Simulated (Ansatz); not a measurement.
Simulated powder pattern, neutron, λ = 1.5401 Å (kinematic, ideal powder, no thermal factors, coherent scattering alone; the 30 strongest lines at most, above 1 %, up to 2θ = 90°):

```json
[
 {"2θ (°)": "17.56", "I/Imax (%)": "5.3"},
 {"2θ (°)": "27.38", "I/Imax (%)": "12"},
 {"2θ (°)": "32.87", "I/Imax (%)": "17"},
 {"2θ (°)": "35.56", "I/Imax (%)": "36"},
 {"2θ (°)": "39.24", "I/Imax (%)": "100"},
 {"2θ (°)": "41.58", "I/Imax (%)": "55"},
 {"2θ (°)": "41.69", "I/Imax (%)": "7.5"},
 {"2θ (°)": "42.41", "I/Imax (%)": "53"},
 {"2θ (°)": "47.06", "I/Imax (%)": "92"},
 {"2θ (°)": "54.52", "I/Imax (%)": "2.9"},
 {"2θ (°)": "54.67", "I/Imax (%)": "14"},
 {"2θ (°)": "55.93", "I/Imax (%)": "26"},
 {"2θ (°)": "56.51", "I/Imax (%)": "32"},
 {"2θ (°)": "60.35", "I/Imax (%)": "4.4"},
 {"2θ (°)": "60.99", "I/Imax (%)": "8.0"},
 {"2θ (°)": "66.02", "I/Imax (%)": "26"},
 {"2θ (°)": "68.62", "I/Imax (%)": "2.5"},
 {"2θ (°)": "71.42", "I/Imax (%)": "3.9"},
 {"2θ (°)": "72.63", "I/Imax (%)": "36"},
 {"2θ (°)": "72.88", "I/Imax (%)": "4.7"},
 {"2θ (°)": "73.71", "I/Imax (%)": "25"},
 {"2θ (°)": "75.46", "I/Imax (%)": "36"},
 {"2θ (°)": "77.02", "I/Imax (%)": "21"},
 {"2θ (°)": "77.30", "I/Imax (%)": "21"},
 {"2θ (°)": "77.58", "I/Imax (%)": "9.4"},
 {"2θ (°)": "79.13", "I/Imax (%)": "40"},
 {"2θ (°)": "80.92", "I/Imax (%)": "42"},
 {"2θ (°)": "81.11", "I/Imax (%)": "40"},
 {"2θ (°)": "81.68", "I/Imax (%)": "40"},
 {"2θ (°)": "88.93", "I/Imax (%)": "41"}
]
```

The pattern belongs to a structure relaxed with plane-wave PAW PBE (Ansatz code).

### Question
Pick the material that matches.
A. AlPd, Cmcm (Al on 4c, Pd on 4c)
B. Al, diamond
C. CoSi2, Cmcm (Si on 4c, Si on 4c, Co on 4c)
D. TiB2, Cmcm (B on 4c, B on 4c, Ti on 4c)

### Answer
A, AlPd, Cmcm (Al on 4c, Pd on 4c)

### Question
Give the lattice parameters.

### Answer
a = 2.827 Å, b = 10.087 Å, c = 4.257 Å.

The start of the workflow was typed in or built on a structure type; neither database checked (COD, Materials Project) lists it. Whether it is the stable phase at ambient conditions was not checked. The PBE relaxation kept the symmetry of its start; whether a distortion lowers the energy is not shown. The run is not spin-polarised. Axis ratios of metals converge slowly with the k-mesh, so a and c are less sure than the volume.

Potentials: the later of the program's two PAW sets.
